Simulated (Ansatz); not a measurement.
**What a change of settings does to a run on YbSe**

The geometry is COD entry 1010894, unchecked; take it as a test cell. It is an old determination, and later ones may differ.

First run: DFT, PBEsol, all-electron LAPW, scalar-relativistic (Ansatz 0.2.0).

Command: `ansatz run input.yaml --threads 1 --pin off --max-ram 3072MiB --backend cpu --events-out ev --progress --plain --runs-dir out` The run took 76 s on 1 thread of Arm Neoverse V1 (shared host), peak memory 0.41 GiB.

```yaml
crystal:
  lattice:
    - [0.0, 2.9335, 2.9335]
    - [2.9335, 0.0, 2.9335]
    - [2.9335, 2.9335, 0.0]
  atoms:
    - { symbol: Yb, position: [0.0, 0.0, 0.0] }
    - { symbol: Se, position: [0.5, 0.5, 0.5] }
kpoints:
  mp_grid: { grid: [10, 10, 10] }
scf:
  occupations: { method: fermi_dirac, width: 0.05 }
hamiltonian:
  xc: pbesol
  pseudopotentials: { kind: all_electron, lapw: { basis_error: 0.001 } }
output:
  forces: true
  stress: true
relax:
  f_tol: 0.005
  max_steps: 80
  cell: {}
```

Result: converged; relaxed volume 23.518 Å³/atom; 34 SCF iterations in all.

Where the f shell is localised, expect the real compound to differ from this run without U.

Spin–orbit coupling is left out, though it moves levels of the heavy atoms by tenths of an eV or more.

A second input differs as follows:

```diff
@@ -8,7 +8,8 @@
     - { symbol: Se, position: [0.5, 0.5, 0.5] }
 kpoints:
-  mp_grid: { grid: [10, 10, 10] }
+  mp_grid: { grid: [10, 10, 10], kspacing: 0.3 }
 scf:
   occupations: { method: fermi_dirac, width: 0.05 }
+  max_iter: 60
 hamiltonian:
   xc: pbesol
```

Q: What is wrong with it, and what does the program do?

A: The fault is a mesh with a zero or a mesh and a spacing. The run refused before any iteration. The log ends:
```
Error: invalid value for `kpoints.mp_grid.kspacing`: mutually exclusive with `grid` — set one or the other
```
